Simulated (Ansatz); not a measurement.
La (dhcp (α-La type), space group No. 194) under volume change, the program Ansatz at the PBEsol level (PAW), shape and atoms relaxed at each volume.

```
V (Å³/atom)  E − E(relaxed) (meV/atom)  P (GPa)
-----------  -------------------------  -------
30.842                            25.9     2.88
31.859                            11.1     1.81
32.876                             2.7     0.85
33.892                             0.0     0.00
34.909                             2.4    -0.75
35.926                             9.3    -1.42
36.943                            20.3    -2.02
```

### Question
What does a third-order Birch–Murnaghan fit give for V₀, B₀ and B′?

### Answer
V₀ = 33.90 Å³/atom, B₀ = 26.7 GPa, B′ = 2.9.

Space group P6_3/mmc (dhcp (α-La type)). The PBEsol relaxation kept the symmetry of its start. Scalar-relativistic: spin–orbit coupling is off unless named, which matters more the heavier the elements.

Potentials: the later of the program's two PAW sets.
